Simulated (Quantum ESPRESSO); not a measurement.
**Kohn-Sham bands of PtSe2 (CdI2 type)**

```yaml
crystal:
  lattice:
    - [3.71731, 0.00000, 0.00000]
    - [-1.85866, 3.21928, 0.00000]
    - [0.00000, 0.00000, 5.82007]
  atoms:
    - { symbol: Pt, position: [0.00000, 0.00000, 0.00000] }
    - { symbol: Se, position: [0.66667, 0.33333, 0.77461] }
    - { symbol: Se, position: [0.33333, 0.66667, 0.22539] }
```

Structure: Materials Project mp-1115, symmetrised, not relaxed again. COD (Crystallography Open Database) has an entry of this formula and space group (matched by these alone). Method: PBEsol plane waves in Quantum ESPRESSO 7.5 (PseudoDojo norm-conserving files, 69 Ry, spinors with spin-orbit coupling), Bloch states on a 6×6×4 mesh through Γ, Wannier90 4.0.1. Density: 12×12×6 mesh, Gaussian smearing 0.01 Ry. The cell is built of weakly bound layers, chains or molecules, whose nearest atoms lie 3.85 Å apart. Database cells relaxed without dispersion often hold them too far apart, which can enlarge gaps and weakens couplings between them; spacing and stacking were not compared with the measured crystal.

### Question
List the Kohn-Sham levels between −8 and 3.3 eV relative to the valence-band maximum at the high-symmetry points, as a band run of pw.x on that density gives them (levels within 2 meV counted together).

### Answer
```tsv
point	k (reciprocal lattice)	levels (eV)
Γ	0.000 0.000 0.000	-6.34 (×2), -6.11 (×2), -5.77 (×2), -3.73 (×2), -3.47 (×2), -2.08 (×2), -0.99 (×2), -0.43 (×2), -0.04 (×2), 2.13 (×2), 2.19 (×2)
M	0.500 0.000 0.000	-6.86 (×2), -5.56 (×2), -4.76 (×2), -4.28 (×2), -3.46 (×2), -2.93 (×2), -2.78 (×2), -2.49 (×2), -2.31 (×2), 1.34 (×2), 2.27 (×2)
K	0.333 0.333 0.000	-6.14 (×2), -5.80 (×2), -5.59 (×2), -4.55 (×2), -4.02 (×2), -3.28 (×2), -2.77 (×2), -1.57 (×2), -1.38 (×2), 0.59 (×2), 0.66 (×2)
A	0.000 0.000 0.500	-6.10 (×2), -5.84 (×2), -5.45 (×2), -3.64 (×2), -3.48 (×2), -2.31 (×2), -1.54 (×2), -0.99 (×2), -0.56 (×2), 2.40 (×2), 2.44 (×2)
L	0.500 0.000 0.500	-6.97 (×2), -5.58 (×2), -4.86 (×2), -4.69 (×2), -3.49 (×2), -2.88 (×2), -2.53 (×2), -2.39 (×2), -1.51 (×2), 1.77 (×2), 1.87 (×2)
H	0.333 0.333 0.500	-5.97 (×2), -5.84 (×2), -5.70 (×2), -4.46 (×2), -4.06 (×2), -3.31 (×2), -3.19 (×2), -1.90 (×2), -1.69 (×2), 1.66 (×2), 1.69 (×2)
```
